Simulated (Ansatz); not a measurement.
## Data sheet: LaOF (DFT)

LaOF:
```
LaOF
1.0
    4.07100     0.00000     0.00000
    0.00000     4.07100     0.00000
    0.00000     0.00000     5.82703
La O F
2 2 2
Direct
  0.50000   0.00000   0.71391
  0.00000   0.50000   0.28609
  0.00000   0.00000   0.50000
  0.50000   0.50000   0.50000
  0.50000   0.50000   0.00000
  0.00000   0.00000   0.00000
```

Space group P4/nmm (No. 129); conventional cell a = b = 4.071 Å, c = 5.827 Å, α = β = γ = 90.00°.

Method: DFT-HSE06 in the program Ansatz with PAW potentials. Geometry: relaxed at this level of theory. Other levels are named where they apply.

### Cell and energy

```
Quantity              Value
---------------  ----------
Volume per atom    16.10 Å³
Density          5.98 g/cm³
```

### Electronic structure

```
Item                                                                                              Result
----------------------------------------  --------------------------------------------------------------
Band gap                                                                              6.41 eV (indirect)
Valence-band maximum                                             on the A–Z line, 45 % of the way from A
Conduction-band minimum                                                                             at M
Smallest direct gap on the standard path                                                         6.50 eV
Gap with spin–orbit coupling              6.41 eV (at the special points and the edges found without it)
```

### Mechanics

```
Item                                  Value
----------------------------------  -------
Bulk modulus (Birch–Murnaghan fit)  112 GPa
Pressure derivative B′                  4.5
```

### Charges

```
Item                                  Value
-------------  ----------------------------
Bader charges  La +2.25, O -1.39, F -0.86 e
```

The first step of the workflow began from a Materials Project structure, measured or hypothetical; the Crystallography Open Database copy checked does not list it. COD files the formula under space group No. 166. Its standing as an ambient phase is unchecked. The cell was relaxed with HSE06 under the symmetry of its start; whether a distortion lowers the energy is not shown. The hybrid was solved on a coarse mesh, the path and, where they were found, the r²SCAN edge points; its band edges are the extreme levels among these. Scalar-relativistic: spin–orbit coupling is off unless named, which matters more the heavier the elements.

Potentials: the later of the program's two PAW sets.
